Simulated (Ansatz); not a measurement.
AgI:
```
CELL_PARAMETERS angstrom
      4.56036     0.00000     0.00000
     -2.28018     3.94938     0.00000
      0.00000     0.00000     7.45149
ATOMIC_POSITIONS crystal
  Ag 0.33333 0.66667 0.00240
  Ag 0.66667 0.33333 0.50240
  I  0.33333 0.66667 0.37750
  I  0.66667 0.33333 0.87750
```

Relaxed with PBEsol. Independent-particle spectrum: no excitons, no local fields, no scissors shift; 0.1 eV broadening; ε₁ of the summed bands alone.

Question: Tabulate the dielectric function from PBEsol in the plane-wave PAW code Ansatz.

Answer: 

```
E (eV)  ε₁ xx  ε₂ xx  ε₁ zz  ε₂ zz
------  -----  -----  -----  -----
0.0      5.75   0.00   5.79   0.00
0.3      5.78   0.00   5.82   0.00
0.6      5.87   0.00   5.91   0.00
0.9      6.06   0.00   6.08   0.00
1.2      6.60   0.14   6.52   0.03
1.5      6.53   0.91   6.77   0.85
1.8      6.34   1.08   6.52   1.15
2.1      6.31   1.17   6.44   1.29
2.4      6.42   1.25   6.47   1.40
2.7      6.67   1.39   6.61   1.53
3.0      7.14   1.70   6.88   1.72
3.3      7.39   2.85   7.31   2.04
3.6      7.17   3.17   7.99   2.70
3.9      7.11   4.80   8.88   4.75
4.2      5.84   4.26   5.92   6.51
4.5      5.51   4.88   4.76   5.63
4.8      5.45   4.45   4.32   5.26
5.1      5.59   4.68   3.59   3.94
5.4      5.72   5.22   7.05   3.47
5.7      6.54   6.80   6.15   7.26
6.0      3.60   9.90   4.34  10.05
6.3      2.33   7.22   0.63   7.45
6.6      1.21   7.42   1.25   6.09
6.9      1.08   7.38   2.17   7.48
7.2     -0.66   7.54  -0.85   8.01
7.5     -1.22   6.28  -1.32   6.06
7.8     -2.08   5.38  -2.23   5.40
8.1     -2.58   4.46  -2.26   4.06
8.4     -2.22   2.82  -1.71   2.70
8.7     -1.08   2.38  -0.98   2.85
9.0     -0.68   3.12  -0.87   3.40
9.3     -1.45   2.82  -1.45   3.06
9.6     -1.38   1.88  -1.62   2.18
9.9     -0.68   1.76  -1.07   1.54
10.2    -0.78   2.03  -0.76   1.95
10.5    -0.88   1.68  -1.09   1.68
10.8    -0.69   1.42  -0.86   1.22
11.1    -0.56   1.43  -0.52   1.23
11.4    -0.48   1.30  -0.41   1.11
11.7    -0.48   1.23  -0.35   1.10
12.0    -0.38   1.03  -0.28   1.07
```

Question: From ε at 3.2 eV (xx: 7.55 + 2.37i), find n, k, the normal reflectivity and the absorption coefficient.

Answer: n = 2.78, k = 0.426, R = 23 %, α = 2kE/ħc = 140000 cm⁻¹.

With all bands, ε∞ without local fields is 5.93 (xx = yy), 5.97 (zz). DFPT, with local fields, gives 5.46 (xx = yy), 5.53 (zz).

Space group P6_3mc (wurtzite). The PBEsol relaxation kept the symmetry of its start. No spin polarisation was allowed. Spin–orbit coupling is left out wherever it is not named.

Potentials: the earlier of the program's two PAW sets. The files were generated under PBE; for other functionals the program regenerates the frozen cores, and for LDA and PBEsol the local potential too.
